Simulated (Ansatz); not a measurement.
TiZn2 in space group P6_3/mmc (No. 194; Zn on 2a, Zn on 6h, Ti on 4f) at seven volumes, plane-wave PAW r²SCAN (Ansatz code), shape and atoms relaxed at each. One row is withheld.

| V (Å³/atom) | P (GPa) |
|---|---|
| 13.320 | ? |
| 13.759 | 8.75 |
| 14.198 | 4.01 |
| 14.637 | 0.00 |
| 15.076 | -3.41 |
| 15.516 | -6.29 |
| 15.955 | -8.72 |

### Question
Fit the shown pressures and predict the withheld one.

### Answer
Third-order Birch–Murnaghan: P = (3/2)B₀(x^(7/2) − x^(5/2))[1 + (3/4)(B′ − 4)(x − 1)] with x = (V₀/V)^(2/3). Least squares on the six rows gives V₀ = 14.636 Å³/atom, B₀ = 123.0 GPa, B′ = 4.55. At V = 13.320, x = 1.0648 and P = 14.37 GPa. The run itself gave 14.34 GPa.

The workflow started from an entry of the Crystallography Open Database (COD). Its standing as an ambient phase is unchecked. Symmetry was held in the r²SCAN relaxation; whether a distortion lowers the energy is not shown. No spin polarisation was allowed.

Potentials: the later of the program's two PAW sets.
